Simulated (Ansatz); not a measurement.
LuTe:
```cif
data_Lu4Te4
_chemical_formula_sum 'Te4 Lu4'
_space_group_name_H-M_alt 'Fm-3m'
_space_group_IT_number 225
_space_group_name_Hall '-F 4 2 3'
_cell_length_a 5.94968
_cell_length_b 5.94968
_cell_length_c 5.94968
_cell_angle_alpha 90.000
_cell_angle_beta 90.000
_cell_angle_gamma 90.000
loop_
_atom_site_label
_atom_site_type_symbol
_atom_site_symmetry_multiplicity
_atom_site_Wyckoff_symbol
_atom_site_fract_x
_atom_site_fract_y
_atom_site_fract_z
_atom_site_occupancy
Te1 Te 4 b 0.50000 0.50000 0.50000 1
Lu1 Lu 4 a 0.00000 0.00000 0.00000 1
```
(The calculation used a cell of 2 atoms; values per cell refer to that cell.)

Relaxed with PBEsol.

Q: Tabulate the valence density and the electron localisation function along the shortest Te–Lu contact (2.97 Å), the program Ansatz at the PBEsol level (PAW).

A: 

```tsv
distance from Te (Å)	density (e/Å³)	ELF
0.30	12.51	0.01
0.45	7.98	0.06
0.59	4.04	0.22
0.74	1.68	0.40
0.89	0.83	0.51
1.04	0.59	0.58
1.19	0.42	0.65
1.34	0.32	0.61
1.49	0.26	0.38
1.64	0.24	0.16
1.78	0.29	0.12
1.93	0.49	0.23
2.08	1.10	0.49
2.23	2.81	0.73
2.38	6.84	0.84
2.53	14.97	0.87
2.68	27.75	0.85
```

The density is the valence pseudo-density with augmentation charge, so density and ELF within about 1 Å of a nucleus are not all-electron values.

The workflow started from an entry of the Crystallography Open Database (COD). Whether it is the stable phase at ambient conditions was not checked. Symmetry was held in the PBEsol relaxation; its stability against distortions is not shown here. Scalar-relativistic: spin–orbit coupling is off unless named, which matters more the heavier the elements.

Potentials: the later of the program's two PAW sets.
